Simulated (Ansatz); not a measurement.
# Fermi surface of YRh (Pm-3m)

```
CELL_PARAMETERS angstrom
3.38384 0.00000 0.00000
0.00000 3.38384 0.00000
0.00000 0.00000 3.38384
ATOMIC_POSITIONS crystal
Y 0.50000 0.50000 0.50000
Rh 0.00000 0.00000 0.00000
```

Computed, not measured; unless marked otherwise by PBEsol, all-electron LAPW in Ansatz 0.2.0, with spin-orbit coupling. k mesh 12×12×12, fine mesh 12×12×12, Fermi-Dirac smearing of 0.100 eV, basis error target 1 meV/atom. The cell was relaxed by PAW under this functional.

Levels and slopes are solved on a 12×12×12 mesh, and each state is taken as quadratic over its cell.

(1) What is the density of states at the Fermi level, and which bare Sommerfeld coefficient follows?

(2) What Drude plasma energy and σ/τ do the band velocities give?

(3) Which bands cross the Fermi level, and what do they carry?

(4) Map the plane k₃ = 1/2 of the mesh: how many bands lie under the Fermi level at each point, counted from the least on the plane?

(5) What does PAW give for the same cell?

## Answers

(1) N(E_F) = 0.776 states/eV/atom (both spins), so γ = (π²/3) k_B² N(E_F) = 1.83 mJ/(mol-atom K²) without electron-phonon or spin-fluctuation enhancement.

(2) (ħω_p,α)² = (e²/ε₀VN_k) Σ_nkσ (∂E/∂k_α)² δ(E − E_F) gives ħω_p = (3.35, 3.35, 3.35) eV along x, y, z, and σ/τ = ε₀ω_p² = 2.29×10²⁰ Ω⁻¹m⁻¹s⁻¹ along x. Weighted by the density of states, the mean Fermi speed is 0.283×10⁶ m/s; the surface has an area of 9.27 Å⁻² for each spin direction.

(3) 

```tsv
band	filled part	N (states/eV/cell)	speed (10⁶ m/s)	5th to 95th percentile	area (Å⁻²)	filling
1	0.94	0.54	0.246	0.10 to 0.58	5.59	nearly full
2	0.94	0.54	0.246	0.10 to 0.58	5.59	nearly full
3	0.05	0.203	0.347	0.13 to 0.63	2.98	nearly empty
4	0.05	0.203	0.347	0.13 to 0.63	2.98	nearly empty
5	0.01	0.0329	0.504	0.26 to 0.59	0.699	nearly empty
6	0.01	0.0329	0.504	0.26 to 0.59	0.699	nearly empty
```

(4) k₁ runs to the right and k₂ upwards, each from −½ to ½ with 0 in the middle (the axes needn't be at right angles):
```
644200000244
444400000444
024222222242
000222222200
000222222200
000222222200
000222222200
000222222200
024222222242
444400000444
644200000244
664000000046
```

(5) N(E_F) = 0.776 states/eV/atom and ħω_p,x = 3.35 eV.

Limits of these numbers: these sums move with the mesh, by several per cent and more for small sheets; the frozen-core PAW files of the compared runs were fitted under PBE, their cores solved anew for this functional.
